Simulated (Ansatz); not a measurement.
NaF (rock salt), relaxed and computed with several functionals in Ansatz (plane waves, PAW).

```
functional  a (Å)  gap (eV)  B₀ by P(V) fit (GPa)
----------  -----  --------  --------------------
PBEsol        ___       ___                   ___
LDA         4.503      6.46                  61.2
HSE06       4.638      8.47                  49.2
r²SCAN      4.595      7.28                  54.4
PBE         4.701      6.09                  44.8
```

Question: What belongs in the gaps?

Answer: 
- PBEsol, a (Å): 4.629
- PBEsol, gap (eV): 6.20
- PBEsol, B₀ by P(V) fit (GPa): 48.5

All cells were relaxed under the symmetry of their starts (and spin orders); stability against distortions was not tested throughout.

Potentials: the later of the program's two PAW sets.

Ansatz (a quantum-chemistry and plane-wave program) is a plane-wave DFT program.
